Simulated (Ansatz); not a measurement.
The relaxed structure here is a generated cell of ZnS: the first start was made by placing the elements on the sites of a structure type, and the end was not matched to a known phase here, so it may be hypothetical. Known forms of ZnS include space group No. 186, 216.

A relaxed structure of ZnS. Space group P4/ncc (No. 130). All values below come from PBEsol (plane waves to 420 eV, PAW, scalar-relativistic; Ansatz, a first-principles code).

```xyz
16
Lattice="6.2976 0.0000 0.0000 0.0000 6.2976 0.0000 0.0000 0.0000 7.2873" Properties=species:S:1:pos:R:3 pbc="T T T"
S      3.1488     0.0000     2.2018
S      0.0000     3.1488     1.4418
S      3.1488     0.0000     5.8455
S      0.0000     3.1488     5.0855
S      0.0000     0.0000     0.0000
S      3.1488     3.1488     3.6437
S      3.1488     3.1488     0.0000
S      0.0000     0.0000     3.6437
Zn     1.0751     1.0751     5.4655
Zn     4.2239     4.2239     1.8218
Zn     4.2239     2.0737     5.4655
Zn     1.0751     5.2225     1.8218
Zn     5.2225     1.0751     1.8218
Zn     2.0737     4.2239     5.4655
Zn     2.0737     2.0737     1.8218
Zn     5.2225     5.2225     5.4655
```

What is the computed band gap (PBEsol)?

No gap on the sampled points, where the bands overlap only slightly; such a result is sensitive to mesh and level.

No spin polarisation in the result.

The run could not lose the symmetry of its start: the end is stationary, and may be a saddle point rather than a minimum.

It was reached from a disturbed copy of a I4/mcm (No. 140) cell, against which it lies -0.48 eV/atom.
